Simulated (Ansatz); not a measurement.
Starting cell, CdS (wurtzite):

```
CdS
1.0
    4.19618     0.00000     0.00000
   -2.09809     3.63400     0.00000
    0.00000     0.00000     6.82953
Cd S
2 2
Direct
  0.33333   0.66667   0.99917
  0.66667   0.33333   0.49917
  0.33333   0.66667   0.37563
  0.66667   0.33333   0.87563
```

In each cell atom 1 (Cd, nearest neighbour S at 2.565 Å; its periodic images, 4.2 Å or more away, move with it) moves by s·(0.577, 0.577, 0.577) (along Cartesian [111]), the rest being held.

All values below come from PBE (plane waves to 420 eV, PAW, scalar-relativistic; Ansatz, a first-principles code). k mesh 7×7×4 (Γ-centred), Fermi-Dirac smearing 0.05 eV. The energy includes the smearing's −TS. CdS was relaxed with its symmetry unable to fall. The zero of ΔE is the undisplaced structure.

```json
[
 {"s (Å)": "-0.260", "ΔE (meV/cell)": "208.5"},
 {"s (Å)": "-0.208", "ΔE (meV/cell)": "withheld"},
 {"s (Å)": "-0.156", "ΔE (meV/cell)": "67.2"},
 {"s (Å)": "-0.104", "ΔE (meV/cell)": "28.4"},
 {"s (Å)": "-0.052", "ΔE (meV/cell)": "6.7"},
 {"s (Å)": "0.000", "ΔE (meV/cell)": "0.0"},
 {"s (Å)": "0.052", "ΔE (meV/cell)": "6.3"},
 {"s (Å)": "0.104", "ΔE (meV/cell)": "24.0"},
 {"s (Å)": "0.156", "ΔE (meV/cell)": "51.7"},
 {"s (Å)": "0.208", "ΔE (meV/cell)": "88.6"},
 {"s (Å)": "0.260", "ΔE (meV/cell)": "133.7"}
]
```

Question: Fit a polynomial form (powers 2, 3, 4) to the given rows and predict ΔE at s = -0.208.

Answer: Least squares on the 10 given rows: ΔE = (2400)·s² + (-2120)·s³ + (1943)·s⁴, in meV/cell with s in Å; root-mean-square residual 0.19 meV/cell. At -0.208 the fit gives 126.5 meV/cell; the calculation gives 126.2 meV/cell, so the interpolation is off by 0.3 (+0.2 %). The quadratic term alone would give 103.8 meV/cell.

(A displaced cell: forces are minus the slopes of the energy, force constants its curvatures, and phonons follow from these.)
